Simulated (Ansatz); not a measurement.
Consider the following.

BaCd₂Sb₂:
```
CELL_PARAMETERS angstrom
      4.81860     0.00000     0.00000
     -2.40930     4.17303     0.00000
      0.00000     0.00000     8.14945
ATOMIC_POSITIONS crystal
  Ba 0.00000 0.00000 0.00000
  Cd 0.66667 0.33333 0.63144
  Cd 0.33333 0.66667 0.36856
  Sb 0.66667 0.33333 0.26431
  Sb 0.33333 0.66667 0.73569
```

This is the r²SCAN-relaxed structure.

Q: All from the program Ansatz at the r²SCAN level (PAW), unless another level is named. Give the formation energy from the elements (no fitted shifts).

A: -697 meV/atom.

Q: Predict the band gap.

A: 0.22 eV (indirect).

Q: Predict the conduction-band minimum.

A: on the Γ–A line, 35 % of the way from Γ (2 equivalent valleys).

Space group P-3m1. The first step of the workflow began from a Materials Project structure, measured or hypothetical; the Crystallography Open Database copy checked does not list it. Its standing as an ambient phase is unchecked. Symmetry was held in the r²SCAN relaxation; whether a distortion lowers the energy is not shown. The references are the lowest solids computed at this level, not always the standard phases. Scalar-relativistic: spin–orbit coupling is off unless named, which matters more the heavier the elements.

Potentials: the later of the program's two PAW sets.
